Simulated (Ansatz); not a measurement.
Input:

YSi$_{2}$:
```
YSi2
1.0
    0.00000     3.25220     3.25220
    3.25220     0.00000     3.25220
    3.25220     3.25220     0.00000
Y Si
1 2
Cartesian
  0.00000   0.00000   0.00000
  1.62610   1.62610   1.62610
  4.87829   4.87829   4.87829
```

This is the PBEsol-relaxed structure.

Q: All from PBEsol in the plane-wave PAW code Ansatz, unless another level is named. Give the electronic character.

A: metallic (no gap).

Q: What about the formation energy from the elements (no fitted shifts)?

A: 0.16 eV/atom.

Q: And the density of states at the Fermi level?

A: 0.62 states/eV per atom (mean over ±0.08 eV).

Space group Fm-3m (fluorite). A made-up cell: these elements were put on the sites of a structure type; neither database checked (COD, Materials Project) lists it. COD files the formula under space group No. 191, so this cell is another polymorph or a model. Whether it is the stable phase at ambient conditions was not checked. Symmetry was held in the PBEsol relaxation. At this level the phase is mechanically unstable. No spin polarisation was allowed. The references are the lowest solids computed at this level, not always the standard phases. Scalar-relativistic: spin–orbit coupling is off unless named, which matters more the heavier the elements.

Potentials: the later of the program's two PAW sets.
